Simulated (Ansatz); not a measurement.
Ir (fcc, Cu type)

```
CELL_PARAMETERS angstrom
      3.87085     0.00000     0.00000
      0.00000     3.87085     0.00000
      0.00000     0.00000     3.87085
ATOMIC_POSITIONS crystal
  Ir 0.00000 0.00000 0.00000
  Ir 0.50000 0.50000 0.00000
  Ir 0.50000 0.00000 0.50000
  Ir 0.00000 0.50000 0.50000
```

Scan: atom 3 (Ir, nearest neighbour Ir at 2.737 Å; its periodic images, 3.9 Å or more away, move with it) is displaced along Cartesian x, direction (1.000, 0.000, 0.000) in Cartesian axes, by s. The other atoms stay.

Level of theory: PBE (plane waves to 420 eV, PAW, scalar-relativistic; Ansatz, a first-principles code). k mesh 10×10×10 (Γ-centred), Fermi-Dirac smearing 0.05 eV. Energies are smeared free energies. Stress and pressure are positive under compression. With partly filled bands, energies and forces of such displacements shift with the k mesh and the smearing. Ir is run without spin polarisation. Ir was relaxed with its symmetry unable to fall. Spin-orbit coupling is left out, though Ir is heavy. ΔE is measured from the undisplaced structure.

### Question
Predict the ΔE (meV/cell) and P (GPa) at s (Å) = -0.440, -0.330, -0.220, -0.110, 0.110, 0.220, 0.330, 0.550.

### Answer
```json
[
 {"s (Å)": "-0.440", "ΔE (meV/cell)": "1408", "P (GPa)": "17.2"},
 {"s (Å)": "-0.330", "ΔE (meV/cell)": "754", "P (GPa)": "9.6"},
 {"s (Å)": "-0.220", "ΔE (meV/cell)": "323", "P (GPa)": "4.2"},
 {"s (Å)": "-0.110", "ΔE (meV/cell)": "79", "P (GPa)": "1.0"},
 {"s (Å)": "0.110", "ΔE (meV/cell)": "79", "P (GPa)": "1.0"},
 {"s (Å)": "0.220", "ΔE (meV/cell)": "323", "P (GPa)": "4.2"},
 {"s (Å)": "0.330", "ΔE (meV/cell)": "754", "P (GPa)": "9.6"},
 {"s (Å)": "0.550", "ΔE (meV/cell)": "2330", "P (GPa)": "27.3"}
]
```

(A displaced cell: forces are minus the slopes of the energy, force constants its curvatures, and phonons follow from these.)
